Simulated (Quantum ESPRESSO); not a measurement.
**Band energies of BeO at +2 % biaxial strain**

```
CELL_PARAMETERS angstrom
      2.74471     0.00000     0.00000
     -1.37236     2.37699     0.00000
      0.00000     0.00000     4.33529
ATOMIC_POSITIONS crystal
  Be 0.33333 0.66667 0.99844
  Be 0.66667 0.33333 0.49844
  O  0.33333 0.66667 0.37906
  O  0.66667 0.33333 0.87906
```

PBEsol (pw.x of Quantum ESPRESSO, ONCV potentials, scalar-relativistic); path ΓMKΓALHA,LM,KH; energies in eV from the valence-band maximum.

```
k (1/Å)  point  band 6  band 7  band 8  band 9  band 10  band 11  band 12  band 13
-------  -----  ------  ------  ------  ------  -------  -------  -------  -------
0.00         Γ   -1.24   -1.24   -0.19   -0.19     0.00     7.16    11.00    13.71
0.44             -2.41   -1.73   -1.39   -0.38    -0.27     8.14    11.85    13.18
0.99             -4.05   -3.53   -2.65   -1.39    -0.88     9.37    10.55    12.54
1.32         M   -4.01   -3.46   -2.84   -2.02    -1.01     9.61     9.76    12.95
1.54             -3.94   -3.53   -2.90   -2.07    -1.26     9.59    10.21    12.82
2.08         K   -3.69   -3.69   -2.83   -2.47    -2.47     8.98    12.28    13.98
2.59             -4.59   -3.52   -2.53   -1.72    -1.38    10.17    10.58    13.34
3.10             -2.47   -2.39   -1.30   -0.57    -0.36     8.41    12.09    12.90
3.61         Γ   -1.24   -1.24   -0.19   -0.19     0.00     7.16    11.00    13.71
4.13             -2.00   -0.96   -0.96   -0.50    -0.50     8.49    10.08    14.04
4.34         A   -3.33   -0.73   -0.73   -0.73    -0.73     9.33     9.33    14.35
4.64             -3.39   -1.16   -1.16   -0.92    -0.92     9.50     9.50    13.55
5.05             -4.17   -1.82   -1.82   -1.49    -1.49     9.39     9.39    13.55
5.56             -5.49   -1.99   -1.99   -1.71    -1.71     8.75     8.75    14.04
5.66         L   -5.54   -2.01   -2.01   -1.70    -1.70     8.72     8.72    14.05
6.09             -5.18   -3.34   -3.34   -1.31    -1.31     9.97     9.97    13.08
6.42         H   -4.50   -4.45   -4.45   -1.23    -1.23    11.33    11.33    11.71
6.61             -4.83   -3.94   -3.94   -1.26    -1.26    10.75    10.75    12.32
7.09             -4.43   -2.46   -2.46   -1.46    -1.46     9.82     9.82    13.19
7.56             -3.45   -1.34   -1.34   -1.02    -1.02     9.57     9.57    13.40
7.95         A   -3.33   -0.73   -0.73   -0.73    -0.73     9.33     9.33    14.35
7.95         L   -5.54   -2.01   -2.01   -1.70    -1.70     8.72     8.72    14.05
8.46             -4.30   -3.21   -2.76   -1.79    -1.11     9.23     9.67    13.50
8.67         M   -4.01   -3.46   -2.84   -2.02    -1.01     9.61     9.76    12.95
8.67         K   -3.69   -3.69   -2.83   -2.47    -2.47     8.98    12.28    13.98
8.88             -3.93   -3.93   -3.02   -2.16    -2.16     9.28    12.24    13.40
9.40         H   -4.50   -4.45   -4.45   -1.23    -1.23    11.33    11.33    11.71
```

The PBEsol gap is direct, 7.16 eV at Γ.

Geometry strained from the cell relaxed with PBEsol, atoms relaxed again.
